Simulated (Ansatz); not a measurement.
With DFT-r²SCAN in the program Ansatz with PAW potentials, SiGe in the tetragonal phase (I-4m2; Pearson symbol tI20) relaxes to a = 3.925 Å, c = 27.773 Å. Si on 4e has 4 nearest neighbours from 2.37 Å (tetrahedral); Si on 4f has 4 nearest neighbours from 2.37 Å (tetrahedral); Si on 2b has 4 nearest neighbours from 2.38 Å (tetrahedral); Ge on 4f has 4 nearest neighbours from 2.40 Å (tetrahedral). Against the elements it lies at 8 meV/atom, with no fitted shifts.

It is gapped at this level: 0.53 eV (direct). The valence maximum lies at Γ and the conduction minimum at Γ. Electrons at the band edge weigh 0.19, 0.19, 1.7 mₑ (principal values).

An equation-of-state fit gives a bulk modulus of 84.2 GPa. Bader charges are Si -0.01 to +0.17, Ge -0.19 to 0.00 e.

The start of the workflow was typed in or built on a structure type; neither database checked (COD, Materials Project) lists it. Its standing as an ambient phase is unchecked. Symmetry was held in the r²SCAN relaxation; whether a distortion lowers the energy is not shown. The references are the lowest solids computed at this level, not always the standard phases. Spin–orbit coupling is left out wherever it is not named.

Potentials: the earlier of the program's two PAW sets.
